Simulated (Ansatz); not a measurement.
A relaxed cell of InSb5 is given with its symmetry left out. The cell was found from a structure generator's guess, not taken from experiment.

Theory: Ansatz 0.2.0, DFT PBE, scalar-relativistic, plane waves, PAW. Cutoff 420 eV, Γ-centred mesh, Gaussian smearing, no spin polarisation.

```cif
data_structure
_symmetry_space_group_name_H-M 'P 1'
_symmetry_Int_Tables_number 1
_cell_length_a 6.1931
_cell_length_b 6.1931
_cell_length_c 9.1479
_cell_angle_alpha 90.000
_cell_angle_beta 90.000
_cell_angle_gamma 120.000
_cell_volume 303.85
loop_
_atom_site_label
_atom_site_type_symbol
_atom_site_fract_x
_atom_site_fract_y
_atom_site_fract_z
_atom_site_occupancy
In1 In 0.00000 0.00000 0.00000 1
Sb1 Sb 0.50000 0.00000 0.50000 1
Sb2 Sb 0.00000 0.50000 0.50000 1
Sb3 Sb 0.50000 0.50000 0.50000 1
Sb4 Sb 0.00000 0.00000 0.66091 1
Sb5 Sb 0.00000 0.00000 0.33909 1
```

Energies over the elements count from the elements' standard structures at the same level, with no fitted energy shifts.

**Question.** What space group does it have?

**Answer.** P6/mmm (No. 191). Conventional cell: a = 6.193 Å, c = 9.148 Å. In has 2 Sb at 3.10 Å; Sb on a site of symmetry mmm has 4 Sb at 3.10 Å and 4 Sb at 3.43 Å; Sb on a site of symmetry 6mm is surrounded by 1 Sb at 2.94 Å, 1 In at 3.10 Å and 6 Sb at 3.43 Å.

**Question.** What is its formation energy per atom?

**Answer.** +0.53 eV/atom. The separate elements lie lower, so it is unstable against them.

**Question.** Is it a metal?

**Answer.** Yes, bands cross the Fermi level on the 6×6×4 mesh.

The last run used a 6×6×4 mesh (in the run's order of axes) for its 6-atom cell and Gaussian smearing of 0.10 eV. These runs have no spin–orbit coupling, which can matter for Sb. Symmetry constrained the relaxation, so the result can be a saddle point. Another cell of InSb5 relaxed alike, in P4/mmm, lies 290 meV/atom lower, so this cell isn't the stable form at this level.
